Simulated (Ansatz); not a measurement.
An Ansatz input:

```yaml
crystal:
  lattice:
    - [-2.5525943574, 2.9354090657, 1.2489598387]
    - [2.9354090657, -2.5525943574, 1.2489598387]
    - [1.7863896356, 1.7863896356, -0.5478339993]
  atoms:
    - { symbol: Rh, position: [0.0101255877, 0.9898744123, 0.0] }
    - { symbol: Rh, position: [0.7398744123, 0.2601255877, 0.5] }
hamiltonian:
  xc: lda
  pseudopotentials:
    kind: paw
    azcp:
      Rh: "pseudopotentials/Rh.paw.azcp"
basis:
  ecutwfc: 420
  fft_grid_basis: typed
kpoints:
  mp_grid: { grid: [14, 14, 13], shift: [0, 0, 0] }
magnetization:
  spin_polarized: false
scf:
  occupations: { method: fermi_dirac, width: 0.1 }
  lower_state_search: "off"
output:
  stress: true
```

Output

```
Warning: the record states the generating functional pbe (its physics header spells it `PBE`), which answers neither for hamiltonian.xc's functional nor for the lda family's — results may be inconsistent (PPs are generated against a specific XC)
Engine: ansatz 0.2.0, aarch64-unknown-linux-gnu
Pseudopotentials: kind: paw
Pseudopotential: Rh, paw, valence charge 17, recommended cutoff 420 eV (normal) 
Functional definition: SPW92
  exchange = slater_x
  correlation = pw_c
Crystal: 2 atoms, lattice volume = 25.640 Å³
Basis set: ecut = 420 eV, 501 PW (Γ)
Bands: 21, of which v1, the nominal top of the filled ones, is band 17 counted from 1 (16 counted from 0)
Symmetry: 4 space group operations
Space group: C2/c (ITA 15), of the structure as read, at distance tolerance 2.9e-5 Å
k-points: 687 of 2548
Non-local potential: Rh, projectors of the file, l = 0: 3, l = 1: 2, l = 2: 2, l = 3: 1
PAW form: soft (Blöchl's): semilocal exchange-correlation on the pseudo side does not see the compensation charge
PAW frozen core: Rh, regenerated for the run's functional, and the local potential with it (the file was generated under x = pbe(κ = 0.804, μ = 0.2195149727645171), c = pbe(β = 0.06672455060314922))
PAW one-centre angular grid: Rh, 590 points (default); XC on 64 Gauss nodes
Initial density: superposition of atomic densities (neutral atoms: chi_scale 0, normalization atom), corrected by the library's trained network
Initial wavefunctions: pseudopotential atomic-orbital guess
Functional: x = slater, c = lda
SCF iter   1: F=—  HF=-12556.684602 eV  |F-HF|=—  |Δ(HF+E_count)|=         —  Δρ=1.90e-2  dr2=3.27e-2  ethr=1.77e-3  ⟨swp⟩=5.3  Hψ=60203  notcnv=0
SCF iter   2: F=—  HF=-12556.677328 eV  |F-HF|=—  |Δ(HF+E_count)|=   7.27e-3  Δρ=9.22e-3  dr2=7.55e-3  ethr=9.63e-5  ⟨swp⟩=1.3  Hψ=21647  notcnv=0
SCF iter   3: F=—  HF=-12556.674992 eV  |F-HF|=—  |Δ(HF+E_count)|=   2.34e-3  Δρ=7.55e-4  dr2=3.39e-5  ethr=2.22e-5  ⟨swp⟩=2.0  Hψ=20378  notcnv=0
SCF iter   4: F=—  HF=-12556.675021 eV  |F-HF|=—  |Δ(HF+E_count)|=   2.86e-5  Δρ=2.15e-4  dr2=1.08e-5  ethr=9.97e-8  ⟨swp⟩=2.0  Hψ=26145  notcnv=0
SCF iter   5: F=—  HF=-12556.675018 eV  |F-HF|=—  |Δ(HF+E_count)|=   2.85e-6  Δρ=6.06e-5  dr2=1.21e-6  ethr=3.18e-8  ⟨swp⟩=2.0  Hψ=20848  notcnv=0
SCF iter   6: F=-12556.675018 eV  HF=-12556.675018 eV  |F-HF|=1.10e-8  |Δ(HF+E_count)|=   2.97e-7  Δρ=2.06e-5  dr2=3.25e-8  ethr=2.94e-10  ⟨swp⟩=3.0  Hψ=61356  notcnv=0
SCF 1 converged in 6 iterations: F = -12556.675018 eV  dr2 = 3.25e-8
SCF converged after 6 iterations
Free energy (F): -12556.675018 eV
Harris-Foulkes:  -12556.675018 eV  (|F-HF|=1.10e-8)
Internal energy: -12556.608419 eV  (E = F + TS)
E sigma→0 (E₀):  -12556.641718 eV
Entropy (-TS):   -0.066599 eV (-33.299 meV/atom)
Fermi energy:    24.202449 eV
--- Per-component energies (eV) ---
  E_band       = -120.413903
  E_kinetic    = 1156.134643
  E_local      = -3063.824057  (includes V_loc(G=0)·N_el)
  E_nonlocal   = 722.347238
  E_hartree    = 1087.445899
  E_xc         = -444.377474
  E_vxc        = -560.455550  (∫ρ·V_xc dr)
  E_paw        = -6928.733733  (= ΣΔE_a)
  E_vpaw       = -549.508432  (= ΣTr[D̂ρ^β])
  E_aug_tail   = 0.001571  (compensation charges beyond the density's cutoff)
  E_ewald      = -5086.847471
  E_core_change = 1.244964  (= ΣΔE_core)
  E_smearing   = -0.066599  (= −TS)
  E_closure    = -0.000000  (closes the sum)
  Σ components = -12556.675018   (vs F -12556.675018, Δ=0.00e0)
--- Stress (GPa, compression-positive) ---
       30.657953      -1.664647      -0.439309
       -1.664647      30.657953      -0.439309
       -0.439309      -0.439309      26.224472
  P = ⅓ Tr σ = 29.1801 GPa (291.801 kbar)
```
